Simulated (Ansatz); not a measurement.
## Computed properties of BaTiO$_{3}$

BaTiO₃:
```
BaTiO3
1.0
    2.83232     1.63524     2.32862
   -2.83232     1.63524     2.32862
    0.00000    -3.27048     2.32862
Ba Ti O
1 1 3
Direct
  0.00225   0.00225   0.00225
  0.51637   0.51637   0.51637
  0.48786   0.97676   0.48786
  0.48786   0.48786   0.97676
  0.97676   0.48786   0.48786
```

Space group R3m (No. 160); conventional cell a = 5.6646 Å, b = 5.6646 Å, c = 6.9859 Å, α = 90.00°, β = 90.00°, γ = 120.00°.

Method: HSE06 (plane waves, PAW; program Ansatz). The cell and atoms are relaxed at this level. Other levels are named where they apply.

### Cell and energy

```
Property             Result
---------------  ----------
Volume per atom    12.94 Å³
Density          5.98 g/cm³
```

### Electronic structure

```
Quantity                                                                                                                       Result
----------------------------------------  -------------------------------------------------------------------------------------------
Band gap                                                                                                           4.12 eV (indirect)
Valence-band maximum                                                                                                             at T
Conduction-band minimum                   off the standard path, at k = (-0.073, 0.016, 0.016) in fractions of the reciprocal vectors
Smallest direct gap on the standard path                                                                                      4.52 eV
Gap with spin–orbit coupling                                           4.10 eV (at the special points and the edges found without it)
```

### Mechanics

```
Quantity                                Value
----------------------------------  ---------
Bulk modulus (Birch–Murnaghan fit)  1090 kbar
Pressure derivative B′                    7.4
```

### Charges

```
Item                                   Value
-------------  -----------------------------
Bader charges  Ba +1.59, Ti +2.36, O -1.32 e
```

This is a known low-temperature phase of the composition, computed here at zero pressure and temperature. Symmetry was held in the HSE06 relaxation; whether a distortion lowers the energy is not shown. The run is not spin-polarised. The hybrid was solved on a coarse mesh, the path and, where they were found, the r²SCAN edge points; its band edges are the extreme levels among these. Scalar-relativistic: spin–orbit coupling is off unless named, which matters more the heavier the elements.

Potentials: the earlier of the program's two PAW sets. The files were generated under PBE; for other functionals the program regenerates the frozen cores, and for LDA and PBEsol the local potential too.
